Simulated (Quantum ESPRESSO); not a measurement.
Hf4RhMo2W, finding a planted mistake in a log

Computed values, not a measurement. The program is pw.x of Quantum ESPRESSO 7.5 (plane-wave density functional theory). The cell is made up: eight metal atoms on a face-centred cubic lattice, with elements, volume, strain and displacements drawn at random and not relaxed, so it may be unstable or far from any real phase. PseudoDojo standard norm-conserving files set the functional (PBE unless stated); there is no spin polarisation or spin-orbit coupling, the Fermi-Dirac width of 0.25 eV means electrons at about 2900 K, and the masses in the input are unused placeholders. Heavy elements are run without spin-orbit coupling, which real alloys of them have. A spin test at this wide smearing found no moment, but such smearing suppresses magnetism that the real alloy may have.

Intended input:

```
&control calculation='scf', pseudo_dir='./dojo.nc.sr.pbe.v0_5.standard.upf', outdir='./o', disk_io='minimal', tprnfor=.true., tstress=.true. /
&system ibrav=0, nat=8, ntyp=4, nbnd=72, ecutwfc=87.97787729, nosym=.true., tot_charge=0,
 occupations='smearing', smearing='fd', degauss=0.0183746611
/
&electrons conv_thr=1.470e-08, electron_maxstep=70, mixing_beta=0.5 /
ATOMIC_SPECIES
Hf 1.0 Hf.upf
Mo 1.0 Mo.upf
Rh 1.0 Rh.upf
W 1.0 W.upf
CELL_PARAMETERS angstrom
-4.3191 -0.0303 -0.0084
-2.194 -4.3862 -2.1569
-2.1772 -4.4382 6.5579
ATOMIC_POSITIONS angstrom
Hf -0.0834 0.1581 -0.1529
Rh -2.2042 -4.4811 2.271
Mo -2.1218 -2.1238 0.0188
Hf -4.4756 -6.6999 2.3614
Hf -4.3725 -4.3284 4.3706
W -4.3526 -4.4098 0.0695
Hf -4.4403 -2.3535 2.2579
Mo -6.416 -6.679 4.2603
K_POINTS automatic
6 5 3 1 1 1
```

The log is shortened where brackets say so; the opening notice, blank lines, dates and the lines on written files are dropped, and the path of the files is cut. It prints rydbergs, bohrs and kilobars, and counts compression as positive stress. Its total energy is the free energy E - TS of the whole cell.

Log of the intended run:

```
     Program PWSCF v.7.5
     Parallel version (MPI & OpenMP), running on       4 processor cores
     Number of MPI processes:                 4
     Threads/MPI process:                     1
     [start-up lines left out]
     bravais-lattice index     =            0
     lattice parameter (alat)  =       8.1621  a.u.
     unit-cell volume          =    1113.4858 (a.u.)^3
     number of atoms/cell      =            8
     number of atomic types    =            4
     number of electrons       =       107.00
     number of Kohn-Sham states=           72
     kinetic-energy cutoff     =      87.9779  Ry
     charge density cutoff     =     351.9115  Ry
     scf convergence threshold =      1.5E-08
     mixing beta               =       0.5000
     number of iterations used =            8  plain     mixing
     Exchange-correlation= PBE
                           (   1   4   3   4   0   0   0)
     [axes and pseudopotential details left out]
   Cartesian axes
     site n.     atom                  positions (alat units)
         1        Hf     tau(   1) = (  -0.0193091   0.0366039  -0.0354000  )
         2        Rh     tau(   2) = (  -0.5103243  -1.0374803   0.5257901  )
         3        Mo     tau(   3) = (  -0.4912467  -0.4917098   0.0043526  )
         4        Hf     tau(   4) = (  -1.0362069  -1.5511848   0.5467198  )
         5        Hf     tau(   5) = (  -1.0123369  -1.0021267   1.0118970  )
         6        W      tau(   6) = (  -1.0077295  -1.0209727   0.0160909  )
         7        Hf     tau(   7) = (  -1.0280342  -0.5448907   0.5227571  )
         8        Mo     tau(   8) = (  -1.4854553  -1.5463460   0.9863599  )
     number of k points=    45  Fermi-Dirac smearing, width (Ry)=  0.0184
                       cart. coord. in units 2pi/alat
        k(    1) = (  -0.0828863  -0.0731246   0.0327647), wk =   0.0444444
        k(    2) = (  -0.0833838   0.0891269  -0.2966784), wk =   0.0444444
     [further k points left out]
     Dense  grid:   124139 G-vectors     FFT dimensions: (  50,  64,  96)
     Estimated max dynamical RAM per process >     440.19 MB
     Estimated total dynamical RAM >       1.63 GB
     Initial potential from superposition of free atoms
     starting charge     106.9886, renormalised to     107.0000
     Starting wfcs are   80 randomized atomic wfcs
     total cpu time spent up to now is        6.0 secs
     per-process dynamical memory:   344.8 Mb
     Self-consistent Calculation
     iteration #  1     ecut=    87.98 Ry     beta= 0.50
     Davidson diagonalization with overlap
     ethr =  1.00E-02,  avg # of iterations =  2.5
     total cpu time spent up to now is       19.3 secs
     total energy              =   -1117.04939054 Ry
     estimated scf accuracy    <       2.61253947 Ry
     iteration #  2     ecut=    87.98 Ry     beta= 0.50
     Davidson diagonalization with overlap
     ethr =  2.44E-03,  avg # of iterations =  4.2
     total cpu time spent up to now is       35.1 secs
     total energy              =   -1116.01419436 Ry
     estimated scf accuracy    <      36.33943781 Ry
     [iterations 3 to 18 left out]
     iteration # 19     ecut=    87.98 Ry     beta= 0.50
     Davidson diagonalization with overlap
     ethr =  2.07E-11,  avg # of iterations =  2.6
     total cpu time spent up to now is      249.0 secs
     total energy              =   -1118.53176922 Ry
     estimated scf accuracy    <       0.00000003 Ry
     iteration # 20     ecut=    87.98 Ry     beta= 0.50
     Davidson diagonalization with overlap
     ethr =  2.07E-11,  avg # of iterations =  2.0
     total cpu time spent up to now is      260.1 secs
     End of self-consistent calculation
     [lines on levels left out]
!    total energy              =   -1118.53176922 Ry
     estimated scf accuracy    <          4.6E-09 Ry
     smearing contrib. (-TS)   =      -0.16487536 Ry
     internal energy E=F+TS    =   -1118.36689385 Ry
     The total energy is F=E-TS. E is the sum of the following terms:
     one-electron contribution =    -274.15080435 Ry
     hartree contribution      =     180.11829383 Ry
     xc contribution           =    -225.59889093 Ry
     ewald contribution        =    -798.73549242 Ry
     convergence has been achieved in  20 iterations
     Forces acting on atoms (cartesian axes, Ry/au):
     atom    1 type  1   force =     0.02734806   -0.08073286    0.13322125
     atom    2 type  3   force =    -0.00421850    0.01476306   -0.01833668
     atom    3 type  2   force =    -0.00468602   -0.02084765    0.01723743
     atom    4 type  1   force =     0.02928127    0.10649012   -0.08327042
     atom    5 type  1   force =    -0.00899691   -0.09223325   -0.01508938
     atom    6 type  4   force =    -0.00666535    0.01616295   -0.01834214
     atom    7 type  1   force =     0.00629893    0.04034649   -0.05900242
     atom    8 type  2   force =    -0.03836147    0.01605113    0.04358236
     Total force =     0.252400     Total SCF correction =     0.000231
     Computing stress (Cartesian axis) and pressure
          total   stress  (Ry/bohr**3)                   (kbar)     P=      -99.46
  -0.00079225   0.00000172   0.00001112         -116.54        0.25        1.64
   0.00000172  -0.00068419  -0.00029344            0.25     -100.65      -43.17
   0.00001112  -0.00029344  -0.00055195            1.64      -43.17      -81.19
     init_run     :      5.79s CPU      5.96s WALL (       1 calls)
     electrons    :    249.46s CPU    254.08s WALL (       1 calls)
     forces       :      2.29s CPU      2.32s WALL (       1 calls)
     stress       :      7.94s CPU      8.12s WALL (       1 calls)
     [timing details left out]
     PWSCF        :   4m25.56s CPU   4m30.62s WALL
     JOB DONE.
```

A second run was made from an input with one planted mistake. Its log:

```
     Program PWSCF v.7.5
     Parallel version (MPI & OpenMP), running on       4 processor cores
     Number of MPI processes:                 4
     Threads/MPI process:                     1
     [start-up lines left out]
     bravais-lattice index     =            0
     lattice parameter (alat)  =       8.1621  a.u.
     unit-cell volume          =    1113.4858 (a.u.)^3
     number of atoms/cell      =            8
     number of atomic types    =            4
     number of electrons       =       107.00
     number of Kohn-Sham states=           72
     kinetic-energy cutoff     =      87.9779  Ry
     charge density cutoff     =     351.9115  Ry
     scf convergence threshold =      1.5E-08
     mixing beta               =       0.5000
     number of iterations used =            8  plain     mixing
     Exchange-correlation= PBESOL
                           (   1   4  10   8   0   0   0)
     [axes and pseudopotential details left out]
   Cartesian axes
     site n.     atom                  positions (alat units)
         1        Hf     tau(   1) = (  -0.0193091   0.0366039  -0.0354000  )
         2        Rh     tau(   2) = (  -0.5103243  -1.0374803   0.5257901  )
         3        Mo     tau(   3) = (  -0.4912467  -0.4917098   0.0043526  )
         4        Hf     tau(   4) = (  -1.0362069  -1.5511848   0.5467198  )
         5        Hf     tau(   5) = (  -1.0123369  -1.0021267   1.0118970  )
         6        W      tau(   6) = (  -1.0077295  -1.0209727   0.0160909  )
         7        Hf     tau(   7) = (  -1.0280342  -0.5448907   0.5227571  )
         8        Mo     tau(   8) = (  -1.4854553  -1.5463460   0.9863599  )
     number of k points=    45  Fermi-Dirac smearing, width (Ry)=  0.0184
                       cart. coord. in units 2pi/alat
        k(    1) = (  -0.0828863  -0.0731246   0.0327647), wk =   0.0444444
        k(    2) = (  -0.0833838   0.0891269  -0.2966784), wk =   0.0444444
     [further k points left out]
     Dense  grid:   124139 G-vectors     FFT dimensions: (  50,  64,  96)
     Estimated max dynamical RAM per process >     440.19 MB
     Estimated total dynamical RAM >       1.63 GB
     Initial potential from superposition of free atoms
     starting charge     106.9896, renormalised to     107.0000
     Starting wfcs are   80 randomized atomic wfcs
     total cpu time spent up to now is        5.8 secs
     per-process dynamical memory:   344.8 Mb
     Self-consistent Calculation
     iteration #  1     ecut=    87.98 Ry     beta= 0.50
     Davidson diagonalization with overlap
     ethr =  1.00E-02,  avg # of iterations =  2.5
     total cpu time spent up to now is       18.4 secs
     total energy              =   -1116.50784819 Ry
     estimated scf accuracy    <       2.68452754 Ry
     iteration #  2     ecut=    87.98 Ry     beta= 0.50
     Davidson diagonalization with overlap
     ethr =  2.51E-03,  avg # of iterations =  4.1
     total cpu time spent up to now is       33.5 secs
     total energy              =   -1115.48785410 Ry
     estimated scf accuracy    <      35.95955044 Ry
     [iterations 3 to 16 left out]
     iteration # 17     ecut=    87.98 Ry     beta= 0.50
     Davidson diagonalization with overlap
     ethr =  3.73E-11,  avg # of iterations =  5.5
     total cpu time spent up to now is      212.9 secs
     total energy              =   -1118.02496766 Ry
     estimated scf accuracy    <       0.00000003 Ry
     iteration # 18     ecut=    87.98 Ry     beta= 0.50
     Davidson diagonalization with overlap
     ethr =  2.61E-11,  avg # of iterations =  2.0
     total cpu time spent up to now is      223.6 secs
     End of self-consistent calculation
     [lines on levels left out]
!    total energy              =   -1118.02496766 Ry
     estimated scf accuracy    <          5.0E-09 Ry
     smearing contrib. (-TS)   =      -0.16531184 Ry
     internal energy E=F+TS    =   -1117.85965581 Ry
     The total energy is F=E-TS. E is the sum of the following terms:
     one-electron contribution =    -275.05770619 Ry
     hartree contribution      =     179.83588557 Ry
     xc contribution           =    -223.90234278 Ry
     ewald contribution        =    -798.73549242 Ry
     convergence has been achieved in  18 iterations
     Forces acting on atoms (cartesian axes, Ry/au):
     atom    1 type  1   force =     0.02465730   -0.07518159    0.12781208
     atom    2 type  3   force =    -0.00327516    0.01372852   -0.01717253
     atom    3 type  2   force =    -0.00349619   -0.02099182    0.01737143
     atom    4 type  1   force =     0.02632443    0.10209560   -0.07794833
     atom    5 type  1   force =    -0.00849783   -0.08810083   -0.01459249
     atom    6 type  4   force =    -0.00606176    0.01718034   -0.01685915
     atom    7 type  1   force =     0.00478856    0.03714382   -0.05738362
     atom    8 type  2   force =    -0.03443935    0.01412596    0.03877262
     Total force =     0.239342     Total SCF correction =     0.000113
     Computing stress (Cartesian axis) and pressure
          total   stress  (Ry/bohr**3)                   (kbar)     P=     -149.73
  -0.00112990   0.00000689   0.00001369         -166.21        1.01        2.01
   0.00000689  -0.00102507  -0.00028662            1.01     -150.79      -42.16
   0.00001369  -0.00028662  -0.00089854            2.01      -42.16     -132.18
     init_run     :      5.56s CPU      5.75s WALL (       1 calls)
     electrons    :    214.02s CPU    217.81s WALL (       1 calls)
     forces       :      2.14s CPU      2.17s WALL (       1 calls)
     stress       :      7.44s CPU      7.59s WALL (       1 calls)
     [timing details left out]
     PWSCF        :   3m49.24s CPU   3m53.44s WALL
     JOB DONE.
```

Question: the log repeats what the program read. Compare it with the intended run: what was wrong in the second input?

Answer: the files are those of another functional. The input lines that differ:

```
- &control calculation='scf', pseudo_dir='./dojo.nc.sr.pbe.v0_5.standard.upf', outdir='./o', disk_io='minimal', tprnfor=.true., tstress=.true. /
+ &control calculation='scf', pseudo_dir='./dojo.nc.sr.pbesol.v0_4_1.standard.upf', outdir='./o', disk_io='minimal', tprnfor=.true., tstress=.true. /
```

|  | intended run | run with the mistake |
| --- | --- | --- |
| free energy (eV) | -15218.400 | -15211.505 |
| entropy term -TS, part of it (eV) | -2.243 | -2.249 |
| pressure (GPa) | -9.95 | -14.97 |
| size of the largest force component (eV/Å) | 3.425 | 3.286 |
| largest change of a force component (eV/Å) |  | 0.143 |
| iterations | 20 | 18 |

For scale, a rerun of the intended cell at a higher cutoff and on a denser mesh moved values by no more than 0.004 eV in energy, 0.02 GPa in stress and 0.004 eV/Å in force, and a second program with other atomic files agreed on that cell to 2 % rms in force and 0.5 GPa in pressure. Files of another functional or element have another zero of energy, so the energy change says nothing on stability.